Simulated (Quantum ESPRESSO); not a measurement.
# Si14NB: input and log of a self-consistent run

Computed values, not a measurement. The program is pw.x of Quantum ESPRESSO 7.5 (plane-wave density functional theory). The cell is made up: 16 atoms on a doubled zincblende/diamond lattice, with randomly drawn elements, strain and displacements, not relaxed. PseudoDojo standard norm-conserving files (v0.5 for PBE, v0.4.1 for LDA and PBEsol) set the functional; there is no spin polarisation, spin-orbit coupling or dispersion term, and the masses in the input are unused placeholders.

Input:

```
&control calculation='scf', pseudo_dir='./dojo.nc.sr.pbe.v0_5.standard.upf', outdir='./o', disk_io='low', tprnfor=.true., tstress=.true. /
&system ibrav=0, nat=16, ntyp=3, nbnd=42, ecutwfc=84.00895049, nosym=.true., tot_charge=0,
 occupations='smearing', smearing='fd', degauss=0.0073498644
/
&electrons conv_thr=7.350e-09, electron_maxstep=60, /
ATOMIC_SPECIES
B 1.0 B.upf
N 1.0 N.upf
Si 1.0 Si.upf
CELL_PARAMETERS angstrom
5.6621 0.0 0.0
0.0 5.6621 0.0
0.0 0.0 11.0871
ATOMIC_POSITIONS angstrom
Si -0.0249 -0.0061 0.0181
N -0.0106 2.8749 2.7532
Si 2.8208 -0.028 2.769
Si 2.8325 2.8295 -0.0151
Si -0.0463 0.0139 5.5478
Si 0.0153 2.8283 8.3134
Si 2.8275 -0.0199 8.334
Si 2.8413 2.8235 5.5496
Si 1.4396 1.4076 1.3953
Si 1.3863 4.2354 4.1226
Si 4.234 1.4114 4.1709
B 4.2597 4.2211 1.4046
Si 1.4288 1.3857 6.9456
Si 1.4347 4.2807 9.7161
Si 4.2589 1.3844 9.6659
Si 4.2382 4.2186 6.9591
K_POINTS automatic
6 6 4 1 1 1
```

The log is shortened where brackets say so; the opening notice, blank lines, dates and the lines on written files are dropped, and the path of the files is cut. It prints rydbergs, bohrs and kilobars, and counts compression as positive stress.

```
     Program PWSCF v.7.5
     Parallel version (MPI & OpenMP), running on       4 processor cores
     Number of MPI processes:                 4
     Threads/MPI process:                     1
     [start-up lines left out]
     bravais-lattice index     =            0
     lattice parameter (alat)  =      10.6998  a.u.
     unit-cell volume          =    2398.6652 (a.u.)^3
     number of atoms/cell      =           16
     number of atomic types    =            3
     number of electrons       =        64.00
     number of Kohn-Sham states=           42
     kinetic-energy cutoff     =      84.0090  Ry
     charge density cutoff     =     336.0358  Ry
     scf convergence threshold =      7.3E-09
     mixing beta               =       0.7000
     number of iterations used =            8  plain     mixing
     Exchange-correlation= PBE
                           (   1   4   3   4   0   0   0)
     [axes and pseudopotential details left out]
   Cartesian axes
     site n.     atom                  positions (alat units)
         1        Si     tau(   1) = (  -0.0043977  -0.0010773   0.0031967  )
         2        N      tau(   2) = (  -0.0018721   0.5077445   0.4862507  )
         3        Si     tau(   3) = (   0.4981897  -0.0049452   0.4890412  )
         4        Si     tau(   4) = (   0.5002561   0.4997262  -0.0026669  )
         5        Si     tau(   5) = (  -0.0081772   0.0024549   0.9798131  )
         6        Si     tau(   6) = (   0.0027022   0.4995143   1.4682538  )
         7        Si     tau(   7) = (   0.4993730  -0.0035146   1.4718921  )
         8        Si     tau(   8) = (   0.5018103   0.4986666   0.9801310  )
         9        Si     tau(   9) = (   0.2542520   0.2486003   0.2464280  )
        10        Si     tau(  10) = (   0.2448385   0.7480264   0.7281044  )
        11        Si     tau(  11) = (   0.7477791   0.2492715   0.7366348  )
        12        B      tau(  12) = (   0.7523180   0.7455008   0.2480705  )
        13        Si     tau(  13) = (   0.2523445   0.2447325   1.2266827  )
        14        Si     tau(  14) = (   0.2533866   0.7560269   1.7159888  )
        15        Si     tau(  15) = (   0.7521768   0.2445029   1.7071228  )
        16        Si     tau(  16) = (   0.7485209   0.7450593   1.2290670  )
     number of k points=    72  Fermi-Dirac smearing, width (Ry)=  0.0073
                       cart. coord. in units 2pi/alat
        k(    1) = (   0.0833333   0.0833333   0.0638366), wk =   0.0277778
        k(    2) = (   0.0833333   0.0833333   0.1915097), wk =   0.0277778
     [further k points left out]
     Dense  grid:   249439 G-vectors     FFT dimensions: (  64,  64, 125)
     Estimated max dynamical RAM per process >     746.28 MB
     Estimated total dynamical RAM >       2.74 GB
     Initial potential from superposition of free atoms
     starting charge      63.9912, renormalised to      64.0000
     Starting wfcs are   64 randomized atomic wfcs
     total cpu time spent up to now is       20.3 secs
     per-process dynamical memory:   605.0 Mb
     Self-consistent Calculation
     iteration #  1     ecut=    84.01 Ry     beta= 0.70
     Davidson diagonalization with overlap
     ethr =  1.00E-02,  avg # of iterations =  3.0
     total cpu time spent up to now is       66.1 secs
     total energy              =    -144.27655731 Ry
     estimated scf accuracy    <       0.74965640 Ry
     iteration #  2     ecut=    84.01 Ry     beta= 0.70
     Davidson diagonalization with overlap
     ethr =  1.17E-03,  avg # of iterations =  9.1
     total cpu time spent up to now is      120.3 secs
     total energy              =    -143.74267350 Ry
     estimated scf accuracy    <       6.74294119 Ry
     iteration #  3     ecut=    84.01 Ry     beta= 0.70
     Davidson diagonalization with overlap
     ethr =  1.17E-03,  avg # of iterations =  6.9
     total cpu time spent up to now is      182.6 secs
     total energy              =    -144.48066305 Ry
     estimated scf accuracy    <       0.58427356 Ry
     iteration #  4     ecut=    84.01 Ry     beta= 0.70
     Davidson diagonalization with overlap
     ethr =  9.13E-04,  avg # of iterations =  2.2
     total cpu time spent up to now is      222.5 secs
     total energy              =    -144.58501825 Ry
     estimated scf accuracy    <       0.17613026 Ry
     iteration #  5     ecut=    84.01 Ry     beta= 0.70
     Davidson diagonalization with overlap
     ethr =  2.75E-04,  avg # of iterations =  2.0
     total cpu time spent up to now is      256.0 secs
     total energy              =    -144.60499852 Ry
     estimated scf accuracy    <       0.01212876 Ry
     [iterations 6 to 9 left out]
     iteration # 10     ecut=    84.01 Ry     beta= 0.70
     Davidson diagonalization with overlap
     ethr =  1.52E-08,  avg # of iterations =  5.0
     total cpu time spent up to now is      485.6 secs
     total energy              =    -144.60909558 Ry
     estimated scf accuracy    <       0.00000298 Ry
     iteration # 11     ecut=    84.01 Ry     beta= 0.70
     Davidson diagonalization with overlap
     ethr =  4.66E-09,  avg # of iterations =  2.0
     total cpu time spent up to now is      519.7 secs
     total energy              =    -144.60909581 Ry
     estimated scf accuracy    <       0.00000047 Ry
     iteration # 12     ecut=    84.01 Ry     beta= 0.70
     Davidson diagonalization with overlap
     ethr =  7.35E-10,  avg # of iterations =  4.9
     total cpu time spent up to now is      560.1 secs
     total energy              =    -144.60909594 Ry
     estimated scf accuracy    <       0.00000018 Ry
     iteration # 13     ecut=    84.01 Ry     beta= 0.70
     Davidson diagonalization with overlap
     ethr =  2.82E-10,  avg # of iterations =  2.2
     total cpu time spent up to now is      592.9 secs
     total energy              =    -144.60909596 Ry
     estimated scf accuracy    <       0.00000001 Ry
     iteration # 14     ecut=    84.01 Ry     beta= 0.70
     Davidson diagonalization with overlap
     ethr =  1.71E-11,  avg # of iterations =  5.2
     total cpu time spent up to now is      638.6 secs
     End of self-consistent calculation
          k = 0.0833 0.0833 0.0638 ( 31201 PWs)   bands (ev):
    -8.2734  -6.4884  -5.5630  -4.8103  -3.5884  -3.5702  -3.2618  -2.8820
    -2.6470  -2.5222  -2.4616  -2.2813  -1.3460   0.2902   0.9465   1.0209
     1.2392   1.5727   1.6163   1.6728   1.7990   1.9304   2.0756   2.1118
     2.2736   2.4884   2.6943   3.0037   3.1068   3.7910   4.2085   4.3667
     4.7423   5.5335   5.7209   5.7524   5.9183   6.0123   6.1372   6.2901
     6.4682   6.8782
     [levels at the other k points left out]
     the Fermi energy is     4.4914 ev
!    total energy              =    -144.60909596 Ry
     estimated scf accuracy    <          3.3E-09 Ry
     smearing contrib. (-TS)   =      -0.00326047 Ry
     internal energy E=F+TS    =    -144.60583549 Ry
     The total energy is F=E-TS. E is the sum of the following terms:
     one-electron contribution =      20.08132618 Ry
     hartree contribution      =      15.51629716 Ry
     xc contribution           =     -49.92690202 Ry
     ewald contribution        =    -130.27655681 Ry
     convergence has been achieved in  14 iterations
     Forces acting on atoms (cartesian axes, Ry/au):
     atom    1 type  3   force =    -0.02616467   -0.03452502    0.04472859
     atom    2 type  2   force =     0.01148471   -0.00511659    0.01350935
     atom    3 type  3   force =     0.04171612   -0.02891500   -0.03301345
     atom    4 type  3   force =     0.04128813    0.02834007    0.04425357
     atom    5 type  3   force =     0.01393293   -0.01349722   -0.00318108
     atom    6 type  3   force =     0.00487272    0.00105001    0.00549811
     atom    7 type  3   force =     0.00606105    0.00014634   -0.00865836
     atom    8 type  3   force =    -0.00973373    0.00351132   -0.00839457
     atom    9 type  3   force =    -0.03752708    0.03147066    0.01527989
     atom   10 type  3   force =    -0.04055986   -0.03647331   -0.02033688
     atom   11 type  3   force =     0.02461575    0.03263229   -0.03646723
     atom   12 type  1   force =    -0.01067946    0.01235578   -0.02032840
     atom   13 type  3   force =     0.00090745    0.00010221   -0.00873599
     atom   14 type  3   force =    -0.00762096   -0.00869529    0.00826268
     atom   15 type  3   force =    -0.00727099    0.00576028    0.01666366
     atom   16 type  3   force =    -0.00532210    0.01185349   -0.00907988
     Total force =     0.153873     Total SCF correction =     0.000077
     Computing stress (Cartesian axis) and pressure
          total   stress  (Ry/bohr**3)                   (kbar)     P=     -108.09
  -0.00077204  -0.00004754   0.00002460         -113.57       -6.99        3.62
  -0.00004754  -0.00077245  -0.00005810           -6.99     -113.63       -8.55
   0.00002460  -0.00005810  -0.00065975            3.62       -8.55      -97.05
     init_run     :     19.37s CPU     19.99s WALL (       1 calls)
     electrons    :    613.01s CPU    618.32s WALL (       1 calls)
     forces       :      7.83s CPU      7.87s WALL (       1 calls)
     stress       :     27.10s CPU     28.30s WALL (       1 calls)
     [timing details left out]
     PWSCF        :  11m 7.78s CPU  11m15.04s WALL
     JOB DONE.
```

In other units: free energy -1967.507 eV for the cell, pressure -10.81 GPa, largest force component 1.150 eV/Å. A rerun of the same cell at another strain at 1437 eV and a 8 x 8 x 6 mesh moved values by no more than 0.003 eV in energy, 0.02 GPa in stress and 0.010 eV/Å in force.